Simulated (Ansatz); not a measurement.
SiC:
```
SiC
1.0
    0.00000     2.16455     2.16455
    2.16455     0.00000     2.16455
    2.16455     2.16455     0.00000
C Si
1 1
Direct
  0.75000   0.75000   0.75000
  0.00000   0.00000   0.00000
```

Relaxed with LDA. Special points in fractions of this cell's reciprocal vectors: Γ (0.000, 0.000, 0.000); X (0.500, 0.000, 0.500); U (0.625, 0.250, 0.625); K (0.375, 0.375, 0.750); L (0.500, 0.500, 0.500); W (0.500, 0.250, 0.750).

Q: List the band energies nearest the valence-band maximum at these points for plane-wave PAW LDA (Ansatz code).

A: In eV from the valence-band maximum; about four levels below and three above (degenerate sets whole), none deeper than 8.9 eV; … stands for higher levels left out; points with the same levels are listed once.

```csv
k,below,above
Γ,0.00 0.00 0.00,6.50 …
X,-7.88 -3.23 -3.23,1.30 4.26 …
U,-7.33 -5.67 -2.63,3.06 7.76 …
L,-8.66 -1.06 -1.06,5.56 …
W,-7.06 -5.11 -4.78,5.17 9.53 …
```

Space group F-43m (zinc blende). The cell was relaxed with LDA under the symmetry of its start; phonons on a q-mesh show no instability.

Potentials: the later of the program's two PAW sets.
